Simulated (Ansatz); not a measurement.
Relaxation of a generated cell, Au built in the AFLOW prototype A_tP4_129_ac (A_d); 4 atoms in the cell, which starts as P4/nmm, origin choice 1 (No. 129), tP4; a = 4.613 Å, b = 4.613 Å, c = 3.192 Å, α = 90.00°, β = 90.00°, γ = 90.00°. Computed with PBE (plane waves to 420 eV, PAW, scalar-relativistic; Ansatz, a quantum-chemistry and plane-wave program). Γ-centred k-mesh 7×7×10 on the run's cell (coarser than for final values), Fermi–Dirac smearing 0.05 eV. This is the first round of the run. 

The optimiser's lines from the output (shortened; P is positive under compression):

```
relax step   1: F+E_penalty+E_count = -52603.60442505 eV  Δ(F+E_penalty+E_count) = +0.000e0 eV  max|allowed force component| = 2.569e0 eV/Å  Δτ_max = 0.0000 Å  P = +20.852 GPa  Ω = 67.917 Å³  (7 SCF iters, dr2 threshold 1.00e-7 eV, accepted)
relax step   2: F+E_penalty+E_count = -52604.54991919 eV  Δ(F+E_penalty+E_count) = -9.455e-1 eV  max|allowed force component| = 6.492e-1 eV/Å  Δτ_max = 0.1949 Å  P = -4.041 GPa  Ω = 75.755 Å³  (6 SCF iters, dr2 threshold 4.00e-7 eV, accepted)
relax step   3: F+E_penalty+E_count = -52604.73558697 eV  Δ(F+E_penalty+E_count) = -1.857e-1 eV  max|allowed force component| = 3.028e-1 eV/Å  Δτ_max = 0.1285 Å  P = -0.750 GPa  Ω = 72.663 Å³  (6 SCF iters, dr2 threshold 4.00e-7 eV, accepted)
relax step   4: F+E_penalty+E_count = -52604.76173337 eV  Δ(F+E_penalty+E_count) = -2.615e-2 eV  max|allowed force component| = 4.450e-2 eV/Å  Δτ_max = 0.0858 Å  P = +1.921 GPa  Ω = 71.142 Å³  (5 SCF iters, dr2 threshold 4.00e-7 eV, accepted)
relax step   5: F+E_penalty+E_count = -52604.77826716 eV  Δ(F+E_penalty+E_count) = -1.653e-2 eV  max|allowed force component| = 7.852e-3 eV/Å  Δτ_max = 0.0082 Å  P = +1.127 GPa  Ω = 71.639 Å³  (5 SCF iters, dr2 threshold 4.00e-7 eV, accepted)
relax step   6: F+E_penalty+E_count = -52604.78061900 eV  Δ(F+E_penalty+E_count) = -2.352e-3 eV  max|allowed force component| = 7.925e-5 eV/Å  Δτ_max = 0.0021 Å  P = +0.055 GPa  Ω = 72.217 Å³  (4 SCF iters, dr2 threshold 4.00e-7 eV, accepted)
relax step   7: F+E_penalty+E_count = -52604.78080343 eV  Δ(F+E_penalty+E_count) = -1.844e-4 eV  max|allowed force component| = 1.071e-4 eV/Å  Δτ_max = 0.0000 Å  P = +0.003 GPa  Ω = 72.268 Å³  (4 SCF iters, dr2 threshold 4.13e-8 eV, accepted)
relax step   8: F+E_penalty+E_count = -52604.78084084 eV  Δ(F+E_penalty+E_count) = -3.741e-5 eV  max|allowed force component| = 2.075e-4 eV/Å  Δτ_max = 0.0001 Å  P = +0.007 GPa  Ω = 72.285 Å³  (4 SCF iters, dr2 threshold 9.67e-9 eV, accepted)
relax step   9: F+E_penalty+E_count = -52604.78216898 eV  Δ(F+E_penalty+E_count) = -1.328e-3 eV  max|allowed force component| = 2.072e-4 eV/Å  Δτ_max = 0.0000 Å  P = -0.016 GPa  Ω = 72.285 Å³  stress off target by 1.84e-2 GPa  SCF on the basis re-selected at this cell (its energy is not comparable with the rows above)  (7 SCF iters)
```

From the first to the last row the energy changes by -0.29 eV/atom and the volume by +6.4 %. The last row is marked as not comparable with the walk above it, whose basis was carried along; it does compare with step 1, since both stand on a basis selected at the nominal cutoff for their own cell.

Later rounds, restarted from the end of this one on a renewed k-mesh, logged 13 more steps and released 0.01 eV/atom more. The final structure after all rounds: I4/mmm (No. 139), tI2, AFLOW prototype A_tI2_139_a (A_a); a = b = 3.5025 Å, c = 2.9518 Å, α = β = γ = 90.00°. Between re-selections the logged energies stand on a plane-wave basis carried along with the cell. No spin polarisation in the result.

The run could not lose the symmetry of its start, so the end can be a saddle point.

The relaxed structure here is a generated cell of Au: the first start was made by placing the elements on the sites of a structure type, and the end was not matched to a known phase here, so it may be hypothetical. Known forms of Au include space group No. 225.
